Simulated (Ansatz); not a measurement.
Input:

GaSb in space group I-4m2 (No. 119; Ga on 2d, Sb on 2a), a = 5.4569 Å, b = 5.4569 Å, c = 3.1520 Å, α = 90.00°, β = 90.00°, γ = 90.00°; the cell used has 2 atoms.

This is the r²SCAN-relaxed structure.

### Question
All from r²SCAN in the plane-wave PAW code Ansatz, unless another level is named. Predict the highest zone-centre frequency.

### Answer
142 cm^-1.

### Question
Predict the bulk modulus (Birch–Murnaghan fit).

### Answer
57.2 GPa.

The workflow started from a Materials Project entry (that database holds measured and hypothetical structures alike); the Crystallography Open Database copy checked does not list it. It is not the phase usual at ambient conditions (space group No. 216). The r²SCAN relaxation kept the symmetry of its start; its stability against distortions is not shown here. As this level gives no gap, phonon frequencies hold no LO–TO term and depend on the k-mesh and smearing (Fermi–Dirac, 0.1 eV here). Scalar-relativistic: spin–orbit coupling is off unless named, which matters more the heavier the elements.

Potentials: the later of the program's two PAW sets.
